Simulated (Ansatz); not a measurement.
## Forms of Cd4Se3: one energy to predict

These are results of Ansatz 0.2.0, DFT PBE, scalar-relativistic, plane waves, PAW, not measurements. All cells share a 420 eV cutoff and Γ-centred k meshes spaced about 0.3 Å⁻¹ or finer (0.25 for metals, 2π included). No spin polarisation.

All energies are static (0 K, no zero-point motion). Rows are sorted by volume; energies count from the lowest form computed. Coordination counts Se atoms around Cd (those within 1.25 times the shortest such distance or 1.15 times the sum of covalent radii; a slash parts the counts of unlike sites).

```csv
row,form,source,atoms,coordination,V (Å³/atom),gap on mesh (eV),ΔE (meV/atom)
1,P-3m1,invented,7,Cd 3/6,25.7,0,5
2,Pm-3m,invented,7,Cd 4/6,26.7,0,?
3,Cmmm,invented,7,Cd 4/5,26.7,0,109
4,P-43m,invented,7,Cd 3,27.8,0.32,79
5,P3m1,invented,7,Cd 1/3/4,29.9,0,0
```

The cell of row 2:

```
Cd Se
1.0
     5.71573    0.00000    0.00000
     0.00000    5.71573    0.00000
     0.00000    0.00000    5.71573
Cd Se
4 3
Direct
  0.50000 0.50000 0.50000
  0.50000 0.00000 0.00000
  0.00000 0.50000 0.00000
  0.00000 0.00000 0.50000
  0.50000 0.50000 0.00000
  0.00000 0.50000 0.50000
  0.50000 0.00000 0.50000
```

**Question.** Estimate the missing energy, and say where the row ranks.

**Answer.** 148 meV/atom, which puts it above row 3, the highest in the table. Counting Se atoms around Cd, row 2 has Cd 4/6 and the lowest form (row 5) has Cd 1/3/4.

An observed structure of this formula, if there is one, may be missing.

Kohn–Sham gaps at this level usually fall short of measured ones. The zero gap of P3m1, P-3m1 may come from the functional, which often closes small gaps, or the cell may be a true semimetal. Cells relaxed within their symmetry can be saddle points. Some types were kept out of the candidates beforehand, so the set may lack a known form.
